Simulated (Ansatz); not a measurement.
# From a trial cell to the properties of Ti (hcp)

**The experiment.** The Crystallography Open Database holds a cell as deposited of hexagonal Ti (space group P6_3/mmc), temperature not stated (2013): a, c = 2.950, 4.686 Å, 17.66 Å³/atom.

The computed numbers are results of PBE, scalar-relativistic (no spin polarisation) in the plane-wave PAW code Ansatz at 420 eV, Γ-centred 16×16×10 mesh, 0.05 eV Gaussian smearing; PAW files: Ansatz's generated set soft_2.

The start, 0 % under the database's volume:

```
Ti
1.0
     2.95000    0.00000    0.00000
    -1.47500    2.55477    0.00000
     0.00000    0.00000    4.68460
Ti
2
Direct
  0.33333 0.66667 0.75000
  0.66667 0.33333 0.25000
```

The runs in order:

```csv
run,level,k-mesh,kind,V (Å³/atom),P (GPa),E − E(final) (meV/atom),gap on the mesh (eV)
1,PBE,16×16×10,cell and atoms relaxed,17.38,0.0,0.0,metal
```

The cell is relaxed to zero pressure at this level.

The final structure (symmetry read at 0.01 Å). The structure is hexagonal, space group P6_3/mmc (No. 194). Conventional cell: a = 2.939 Å, b = 2.939 Å, c = 4.647 Å, α = 90.00°, β = 90.00°, γ = 120.00°. Around Ti (site symmetry -6m2) lie 12 Ti at 2.88 to 2.94 Å. (Shells end 15 % past the nearest neighbour.)

- At the final geometry the gap, band path included, is zero (metallic).
- The runs in the table took roughly 0.8 core-minutes.

**Against experiment.** PBE gives 2.939, 4.647 Å and 17.38 Å³/atom, −1.5 % in volume (−0.5 % in length) from the database's cell. PBE more often overestimates volumes; a smaller cell is partly the thermal expansion and zero-point motion that the static lattice lacks.
